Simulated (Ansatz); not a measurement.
**Compressing Zn: a fit and a missing row**

Zn, P6_3/mmc, a = 2.595 Å, c = 4.991 Å. Ansatz: r2SCAN, PAW, 500 eV, Γ-centred 18×18×8 mesh on 2 atoms, Gaussian smearing 0.10 eV; no spin polarisation. Shape and atoms are relaxed at each volume; pressure is positive in compression.

| V (Å³/atom) | P (GPa) |
| --- | --- |
| 13.682 | ? |
| 14.119 | 1.97 |
| 14.556 | -0.02 |
| 14.992 | -1.91 |
| 15.429 | -3.50 |

Task: Take V0 = 14.556 Å³/atom, count pressures from its P0 = -0.02 GPa, fit the third-order Birch–Murnaghan form to the other rows, and predict the missing pressure.

Result: With the Eulerian strain f = ½[(V0/V)^(2/3) − 1] and y = (P − P0)/[3f(1 + 2f)^(5/2)], the form is the line y = B0 + 1.5 B0 (B0′ − 4) f. Rows (f, y): 0.01026, 61.5; -0.00974, 67.9; -0.01904, 67.1. Means f = -0.006173, y = 65.500; Σ(Δf)² = 0.0004483, ΣΔfΔy = -0.09488; the slope is their ratio. y = 64.19 − 211.6 f GPa, so B0 = 64.2 GPa and B0′ = 4 + 2 × (-211.6)/(3 × 64.19) = 1.80. At V = 13.682, f = 0.02107, y = 59.73 and P = 4.17 GPa. The run gave 4.80 GPa, so the fit is 0.63 GPa too low, 7.6 % of the span of the series, against an rms of 0.04 GPa on the fitted rows. The row lies outside the fitted range. The records show no cause, and too few rows are left to test a further term. A B0′ outside 2 to 8 is unusual except in layered or molecular crystals, and here it hangs on few rows.

Cost: 5 runs of about 6 core-minutes in all, on Arm Neoverse V1 (shared hosts).